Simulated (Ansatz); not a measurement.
SiMo$_{3}$:
```
SiMo3
1.0
    0.00000     3.09924     3.09924
    3.09924     0.00000     3.09924
    3.09924     3.09924     0.00000
Si Mo
1 3
Direct
  0.00000   0.00000   0.00000
  0.50000   0.50000   0.50000
  0.25000   0.25000   0.25000
  0.75000   0.75000   0.75000
```

Relaxed with PBE. Special points in fractions of this cell's reciprocal vectors: Γ (0.000, 0.000, 0.000); X (0.500, 0.000, 0.500); U (0.625, 0.250, 0.625); K (0.375, 0.375, 0.750); L (0.500, 0.500, 0.500); W (0.500, 0.250, 0.750).

**Question.** List the band energies nearest the Fermi level at these points for PBE in the plane-wave PAW code Ansatz.

**Answer.** In eV from the Fermi level; about four levels below and three above (degenerate sets whole), none deeper than 8.9 eV; points with the same levels are listed once.

| k | below | above |
|---|---|---|
| Γ | -4.41 -4.41 -4.41 -2.02 -2.02 -2.02 | 1.49 1.49 1.49 |
| X | -2.55 -2.55 -2.48 -1.17 | 0.37 0.37 0.82 |
| U | -1.79 -0.62 -0.36 -0.06 | 0.41 0.84 1.90 |
| L | -1.59 -1.59 -0.71 -0.71 -0.49 | 1.62 1.62 1.96 1.96 |
| W | -2.31 -2.31 -1.37 -1.37 -0.48 | 0.14 0.91 1.02 |

Space group Fm-3m. The cell is a constructed one: a structure type filled with these elements; neither database checked (COD, Materials Project) lists it. COD files the formula under space group No. 223, so this cell is another polymorph or a model. Whether it is the stable phase at ambient conditions was not checked. The cell was relaxed with PBE under the symmetry of its start; its stability against distortions is not shown here. No spin polarisation was allowed. Scalar-relativistic: spin–orbit coupling is off unless named, which matters more the heavier the elements.

Potentials: the later of the program's two PAW sets.
